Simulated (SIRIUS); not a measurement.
A self-consistent single point of Ge2Mo (I4/mmm, 3 atoms in the cell; from Materials Project mp-10201, changed as shown).

```
Ge2Mo
1.0
   -1.64445     1.64445     4.05461
    1.64445    -1.64445     4.05461
    1.64445     1.64445    -4.05461
Ge Mo
2 1
Direct
  0.66167   0.66167   0.00000
  0.33833   0.33833   0.00000
  0.00000   0.00000   0.00000
```

Method: LDA (PW92), GBRV LDA ultrasoft pseudopotentials (plane waves; SIRIUS).

SIRIUS settings:

* **parameters.ngridk**: 10 10 10
* **parameters.xc_functionals**: [XC_LDA_X, XC_LDA_C_PW]
* **parameters.gk_cutoff**: 6.325 1/bohr
* **parameters.pw_cutoff**: 14.143 1/bohr
* **parameters.smearing**: fermi_dirac
* **parameters.smearing_width**: 0.00367493 Ha
* **potentials**: GBRV LDA ultrasoft pseudopotentials
* **parameters.electronic_structure_method**: pseudopotential
* **parameters.num_bands**: 25
* **parameters.num_mag_dims**: 0
* **parameters.num_dft_iter**: 100
* **parameters.energy_tol**: 1e-07 Ha
* **parameters.density_tol**: 1e-06
* **mixer.type**: broyden2
* **mixer.beta**: 0.7
* **mixer.use_hartree**: true

Results:

- Number of valence electrons = 42
- Number of bands = 25
- Number of k-points after the program's reduction = 102
- Number of plane waves (most at a k-point) = 1280
- Number of SCF iterations = 11
- FFT grid = 45 × 45 × 45
- Free energy E − TS = -7697.5021 eV
- Fermi level (on the code's own zero) = 17.27 eV
- Pressure = -0.98 GPa
- Largest force (vector length) = 0.075 eV/Å

Forces (eV/Å):
```csv
atom,Fx,Fy,Fz
Ge1,0.000,0.000,0.075
Ge2,0.000,0.000,-0.075
Mo3,0.000,0.000,0.000
```

Stress (GPa, positive for compression):
```
-1.77   0.00   0.00
 0.00  -1.77   0.00
 0.00   0.00   0.59
```

For comparison: a first run was changed to give this one (volume scaled by 0.99), and from it to this one the free energy goes down by 1.7 meV/atom, the pressure goes from -2.82 to -0.98 GPa and the largest force goes from 0.044 to 0.075 eV/Å.

The structure comes from a collection of computed structures, made at another level of theory; the collection holds predicted forms beside known ones. Its lattice was then scaled. No clean gap shows at this smearing width and mesh (spacing up to 0.27 Å⁻¹); the mesh is coarse for partly filled bands, so the values carry mesh errors.

Cost on one core: about 40 core-seconds (a rough figure).
